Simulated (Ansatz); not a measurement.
A relaxed cell of Sc5Al is given with its symmetry left out. The cell was found from a structure generator's guess, not taken from experiment.

All numbers below come from DFT PBE, scalar-relativistic, plane waves, PAW in Ansatz. Cutoff 420 eV, Γ-centred mesh, Gaussian smearing, no spin polarisation.

```
Sc Al
1.0
     3.25181    0.00000    0.00000
     0.00000    3.25181    0.00000
     0.00000    0.00000   13.04653
Sc Al
5 1
Direct
  0.00000 0.00000 0.64340
  0.50000 0.50000 0.82238
  0.00000 0.00000 0.00000
  0.50000 0.50000 0.17762
  0.00000 0.00000 0.35660
  0.50000 0.50000 0.50000
```

Energies over the elements count from the elements' standard structures at the same level, with no fitted energy shifts.

(1) Find its symmetry and describe it.

(2) What is its formation energy per atom?

(3) Is it a metal?

## Answers

(1) P4/mmm (No. 123), with Sc and Al ordered on fcc sites. Conventional cell: a = 3.252 Å, c = 13.047 Å. Sc on a site of symmetry 4mm is surrounded by 4 Al at 2.96 Å, 8 Sc at 3.25–3.28 Å and 1 Sc at 3.74 Å; Sc on a second site of symmetry 4mm is surrounded by 12 Sc at 3.25–3.28 Å; Sc on a site of symmetry 4/mmm has 12 Sc at 3.25–3.26 Å; Al is surrounded by 8 Sc at 2.96 Å and 4 Al at 3.25 Å.

(2) −0.13 eV/atom. Whether it is stable depends on the other phases of the system, which aren't compared here.

(3) Yes, bands cross the Fermi level on the 12×12×4 mesh.

The last run used a 12×12×4 mesh (in the run's order of axes) for its 6-atom cell and Gaussian smearing of 0.10 eV. Symmetry constrained the relaxation, so the result can be a saddle point.
